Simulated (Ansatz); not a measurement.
# EuSn3 (Pm-3m): majority and minority states

```yaml
crystal:
  lattice:
    - [4.76441, 0.00000, 0.00000]
    - [0.00000, 4.76441, 0.00000]
    - [0.00000, 0.00000, 4.76441]
  atoms:
    - { symbol: Eu, position: [0.00000, 0.00000, 0.00000] }
    - { symbol: Sn, position: [0.00000, 0.50000, 0.50000] }
    - { symbol: Sn, position: [0.50000, 0.50000, 0.00000] }
    - { symbol: Sn, position: [0.50000, 0.00000, 0.50000] }
```

Geometry: a structure from the Materials Project; nothing is relaxed.

Settings: LDA, 6×6×6 k mesh, Fermi–Dirac smearing of 0.05 eV. LAPW is all-electron LAPW in Ansatz 0.2.0. Site moments are integrated in spheres about the atoms. Start moments (μB): Eu1 7. DFT+U (Dudarev's form): U = 3.0 eV on Eu f.

Give the density of states by spin, smoothed by a Gaussian of 0.15 eV.


```tsv
E − E_F (eV)	majority (states/eV/cell)	minority (states/eV/cell)
-7.00	1.21	1.29
-6.70	0.92	0.99
-6.40	0.76	0.80
-6.10	0.64	0.64
-5.80	0.61	0.61
-5.50	0.52	0.56
-5.20	0.25	0.31
-4.90	0.05	0.08
-4.60	0.00	0.01
-4.30	0.02	0.01
-4.00	0.19	0.09
-3.70	0.58	0.38
-3.40	0.83	0.71
-3.10	0.80	0.77
-2.80	1.11	0.87
-2.50	1.57	1.30
-2.20	1.72	1.59
-1.90	1.82	1.41
-1.60	2.03	1.50
-1.30	8.03	1.43
-1.00	12.80	0.78
-0.70	3.05	0.83
-0.40	1.21	1.07
-0.10	0.87	0.73
0.20	0.93	0.88
0.50	1.10	1.06
0.80	1.08	0.96
1.10	1.28	1.21
1.40	1.22	1.09
1.70	1.23	1.00
2.00	1.26	1.12
2.30	1.38	1.03
2.60	1.80	1.17
2.90	1.90	1.55
3.20	2.54	1.51
3.50	2.26	1.94
3.80	1.73	2.48
4.10	1.98	2.13
4.40	2.07	2.33
```
Site moments (μB): Eu1 6.93, Sn2 0.00, Sn3 0.00, Sn4 0.00. Cell moment 6.98 μB.

Löwdin populations of d and f shells (filled inner shells left out):

```tsv
shell	up	down
Eu1 5d	1.10	0.97
Eu1 4f	6.89	0.02
```

Further occupied bands lie below the window, the nearest with its top at -7.0 eV.

Spin–orbit coupling is left out although heavy atoms are present. With open f shells a run can end in a state that isn't the lowest. None of this fixes the real material's magnetic order: only patterns that fit the cell were computed, without spin fluctuations and on one mesh and smearing, with a functional that can overstate moments.
